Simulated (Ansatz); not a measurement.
ScBeNO in space group P3m1 (No. 156; Sc on 1b, Be on 1c, O on 1b, N on 1c), the program Ansatz at the r²SCAN+D4 level (PAW). The conduction-band minimum lies at Γ, with 1 equivalent valley. Second derivatives d²E/dk² of the lowest band at one valley (eV·Å²), along Cartesian directions:

```csv
direction,d²E/dk²
[100],20.24
[010],20.24
[001],12.57
[110],20.24
[101],16.40
[011],16.40
```

Problem. Find the principal effective masses, the density-of-states mass and the conductivity mass.

Solution. Off-diagonal terms follow from H_xy = H[110] − (H_xx + H_yy)/2, and m*/mₑ = 7.620 eV·Å² over each eigenvalue: 0.38, 0.38, 0.61. One valley's DOS mass (m₁m₂m₃)^(1/3) = 0.44, conductivity mass 3/(Σ 1/mᵢ) = 0.43 mₑ.

Problem. What effective density of states Nc follows at 300 K for parabolic valleys?

Solution. Nc = 2.509e19 × 1 × (0.44)^(3/2) ≈ 7.3e18 cm⁻³.

The start of the workflow was typed in or built on a structure type; neither database checked (COD, Materials Project) lists it. Whether it is the stable phase at ambient conditions was not checked. The r²SCAN+D4 relaxation kept the symmetry of its start; its stability against distortions is not shown here. The run is not spin-polarised. The volume moved by -22 % from the start of the relaxation.

Potentials: the earlier of the program's two PAW sets. The files were generated under PBE; for other functionals the program regenerates the frozen cores, and for LDA and PBEsol the local potential too.

Edges and masses are those of Kohn–Sham bands, whose gap is no quasiparticle gap.
